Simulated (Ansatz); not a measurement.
PtSe2 (CdI2 type)

```xyz
3
Lattice="3.7724 0.0000 0.0000 -1.8862 3.2670 0.0000 0.0000 0.0000 4.8181" Properties=species:S:1:pos:R:3 pbc="T T T"
Pt     0.0000     0.0000     0.0000
Se     1.8862     1.0890     1.2796
Se     0.0000     2.1780     3.5385
```

The volume is varied about the relaxed value V₀ at fixed cell shape. The atoms relax within the cell's symmetry.

These are PBE-D3(BJ) (plane waves to 420 eV, PAW, scalar-relativistic; Ansatz, a first-principles code) values and carry that method's errors. k mesh 15×15×10 (Γ-centred), Fermi-Dirac smearing 0.05 eV. E stands for the smeared free energy. Stress and pressure are positive under compression. With the shape held, the modulus is that of even scaling; a crystal free to change shape is softer. PtSe2 is run without spin polarisation. PtSe2 was relaxed with its symmetry unable to fall. Spin-orbit coupling is left out, though Pt is heavy. The zero of ΔE is the relaxed starting cell. The last digit holds for this mesh only.

| V (Å³/atom) | ΔE (meV/atom) |
|---|---|
| 16.627 | 186.7 |
| 17.260 | 110.8 |
| 17.894 | 57.7 |
| 18.527 | 23.7 |
| 19.160 | 5.5 |
| 19.794 | 0.0 |
| 20.427 | 4.8 |
| 21.061 | 18.1 |
| 21.694 | withheld |
| 22.327 | 64.2 |
| 22.961 | 94.5 |

Question: Fit a third-order Birch-Murnaghan form (E₀, V₀, B₀, B₀′ free) to the given rows and predict ΔE at V = 21.694.

Answer: Least squares on the 10 given rows: ΔE = E₀ + (9V₀B₀/16)·y²·[2 + (B₀′ − 4)y], y = (V₀/V)^(2/3) − 1, with V₀ = 19.796 Å³/atom, B₀ = 81.79 GPa (160.2 GPa = 1 eV/Å³; the term in eV is multiplied by 1000), B₀′ = 5.30, E₀ = -0.03 meV/atom; root-mean-square residual 0.10 meV/atom. At 21.694 the fit gives 38.3 meV/atom; the calculation gives 38.3 meV/atom, the same to the digits shown. For the pressure the fit gives -5.9 GPa against the computed -5.9 GPa.

(Under strain, the slope of the energy per volume gives the stress and its curvature an elastic modulus.)
